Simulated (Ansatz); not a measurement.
## How hard is it to compress?

Screening note. Bulk modulus and its pressure derivative give the pressure that a small compression needs; a soft, simple solid makes a sensitive pressure gauge, a stiff one a good anvil or seat.

The yardstick is fcc Au. Hydrostatic compression by 5 % of the volume (V₀/V = 1.0526), no change of phase.

**Data**

Computed with Ansatz, a plane-wave PAW program. B₀, B₀′: r²SCAN, Birch–Murnaghan fit of energy against volume; volume per atom: r²SCAN, relaxed cell.

The figures follow from the printed values by these rules: linear estimate = B₀ × compression; P = (B₀/B₀′)[(V₀/V)^B₀′ − 1]; modulus under load = B₀ + B₀′P; relative pressure = P/P_ref.

```tsv
crystal	B₀ (GPa)	B₀′	V (Å³/atom)	linear estimate (GPa)	Murnaghan pressure (GPa)	modulus there (GPa)	pressure (relative)
CuGa2 (P4/mmm, tP3)	93.8	5.3	15.16	4.7	5.525	123	0.60
AgCd (CsCl type)	86.8	5.7	18.73	4.3	5.168	116	0.56
fcc Au, reference	153	5.9	17.53	7.7	9.159	207	1.00
Au2Pb (Fd-3m, cF24)	94.7	5.5	21.68	4.7	5.608	126	0.61
```

Runs started from generated or typed cells of the structure named: fcc Au. Not checked to be the ambient phase: CuGa2 (P4/mmm, tP3); AgCd (CsCl type); Au2Pb (Fd-3m, cF24). Spin–orbit coupling is left out unless named.

**Worked example**

Worked for AgCd (CsCl type):

1. linear estimate: 86.8 × 5/100 = 4.3 GPa
2. P = (86.8/5.7) × (1.0526^5.7 − 1) = 5.168 GPa
3. modulus there: 86.8 + 5.7 × 5.168 = 116 GPa
4. relative pressure: 5.168/9.159 = 0.56

Worked for fcc Au:

- linear estimate: 153 × 5/100 = 7.7 GPa
- P = (153/5.9) × (1.0526^5.9 − 1) = 9.159 GPa
- modulus there: 153 + 5.9 × 9.159 = 207 GPa

**Result**

In order of relative pressure, highest first: fcc Au (1.00 ± 0.051), Au2Pb (Fd-3m, cF24) (0.61 ± 0.031) ≈ CuGa2 (P4/mmm, tP3) (0.60 ± 0.031) ≈ AgCd (CsCl type) (0.56 ± 0.029). The ± follows from allowances picked for this note (B₀ 5 %, B₀′ 0.4), carried to first order and added in quadrature, each row's own inputs moving alone; ≈ joins neighbours closer than their two ± added in quadrature. At the edge of that rule, so that a last digit could turn the call: AgCd (CsCl type) and CuGa2 (P4/mmm, tP3).

**Caveats**

B₀′ is the least certain number of such a fit, often by half a unit. Where several phases of a formula are at hand, those over 0.1 eV/atom above the lowest were not drawn (by r²SCAN where it compared them, else by the largest value; a layered or molecular lowest phase counts only with a dispersion term); other phases could lie lower still. Rows are perfect crystals in the structures named, stable or not; films, defects and interfaces will differ. Rows were sampled with a lean to familiar crystals, related or not, whatever their agreement with measurement; tables with many equal figures were not kept. Limits of the draw: no layered crystals, B₀′ of 2 to 8; no unfamiliar magnets, and cubic perovskites only if shown or known to be stable. As a rule kept out of such tables: 4f compounds, open-shell compounds run without a Hubbard term, cells found unstable in the tests at hand, cells close to a higher symmetry, and runs set to a pressure or over 12 % in volume from the crystal's fullest run.
